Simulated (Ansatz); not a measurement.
# 4 guesses for Zr2AlN3 and where they end

All numbers below come from Ansatz 0.2.0, DFT PBE, scalar-relativistic, plane waves, PAW. Settings: cutoff 420 eV, Γ-centred meshes spaced at most about 0.3 Å⁻¹, and about 0.25 Å⁻¹ or finer for metals (2π included), Gaussian smearing. No spin polarisation in the final relaxations.

Each guess was relaxed in cell and atoms at zero pressure, within the symmetry of its start. These are static total energies at zero pressure. Coordination counts N atoms around Al and Zr (those within 1.25 times the shortest such distance or 1.15 times the sum of covalent radii; a plus sign parts nearer from farther groups). For orderings, «n of Z unlike» gives the unlike atoms among the Z nearest shared sites at the start, averaged over those sites.

| guess | made from | start group | V start (Å³/atom) | end group | V end (Å³/atom) | coordination at the end | gap on mesh (eV) | E over the lowest end (meV/atom) |
| --- | --- | --- | --- | --- | --- | --- | --- | --- |
| 1 | Zr/Al on rock salt sites, 4.0 of 12 unlike | P-3m1 | 13.4 | P-3m1 | 11.0 | Zr 6, Al 6 | 0 | 0 |
| 2 | Zr/Al on zinc blende sites, 4.0 of 12 unlike | P3m1 | 13.4 | ? | ? | ? | ? | ? |
| 3 | Zr/Al on rock salt sites, 5.3 of 12 unlike | I4/mmm | 13.4 | I4/mmm | 11.2 | Zr 5+1, Al 2+4 | 0 | 29 |
| 4 | Zr/Al ordered on a cell of ZrN | P6_3/mmc | 13.4 | P6_3/mmc | 11.2 | Zr 6, Al 6 | 0 | 175 |

Guess 2 as it starts:

```cif
data_structure
_symmetry_space_group_name_H-M 'P3m1'
_symmetry_Int_Tables_number 156
_cell_length_a 3.3577
_cell_length_b 3.3577
_cell_length_c 8.2246
_cell_angle_alpha 90.000
_cell_angle_beta 90.000
_cell_angle_gamma 120.000
_cell_volume 80.30
loop_
_atom_site_label
_atom_site_type_symbol
_atom_site_symmetry_multiplicity
_atom_site_Wyckoff_symbol
_atom_site_fract_x
_atom_site_fract_y
_atom_site_fract_z
_atom_site_occupancy
Zr1 Zr 1 b 0.33333 0.66667 0.00000 1
Zr2 Zr 1 c 0.66667 0.33333 0.66667 1
Al1 Al 1 a 0.00000 0.00000 0.33333 1
N1 N 1 c 0.66667 0.33333 0.91667 1
N2 N 1 a 0.00000 0.00000 0.58333 1
N3 N 1 b 0.33333 0.66667 0.25000 1
```

Task: Fill in the missing row: what does this guess relax into, and where does it rank?

Result: It ends in Zr and Al ordered on zinc blende sites, space group P3m1 (No. 156), with a = 3.389 Å, c = 8.372 Å, 13.9 Å³/atom and no gap. It lies 204 meV/atom over the lowest end, above guess 4 and so the highest of the set. Counting N atoms around Al and Zr, this end has Zr 4, Al 4 and the lowest (guess 1) has Zr 6, Al 6.

```cif
data_structure
_symmetry_space_group_name_H-M 'P3m1'
_symmetry_Int_Tables_number 156
_cell_length_a 3.3886
_cell_length_b 3.3886
_cell_length_c 8.3723
_cell_angle_alpha 90.000
_cell_angle_beta 90.000
_cell_angle_gamma 120.000
_cell_volume 83.26
loop_
_atom_site_label
_atom_site_type_symbol
_atom_site_symmetry_multiplicity
_atom_site_Wyckoff_symbol
_atom_site_fract_x
_atom_site_fract_y
_atom_site_fract_z
_atom_site_occupancy
Zr1 Zr 1 b 0.33333 0.66667 0.01251 1
Zr2 Zr 1 c 0.66667 0.33333 0.66096 1
Al1 Al 1 a 0.00000 0.00000 0.32851 1
N1 N 1 c 0.66667 0.33333 0.91424 1
N2 N 1 a 0.00000 0.00000 0.56010 1
N3 N 1 b 0.33333 0.66667 0.27367 1
```

The zero of energy is the elements' standard structures at the same level (N₂ as a molecule); no fitted shifts are applied.

Task: Is the lowest end bound against the elements?

Result: Yes: its formation energy is −1.41 eV/atom. A negative formation energy is needed for stability but isn't enough: competing phases decide.

Cells relaxed within their symmetry can be saddle points. A lower structure may well exist outside this small set. Some structure types and database cells were kept out of the candidates from the start, so a known form may be missing.
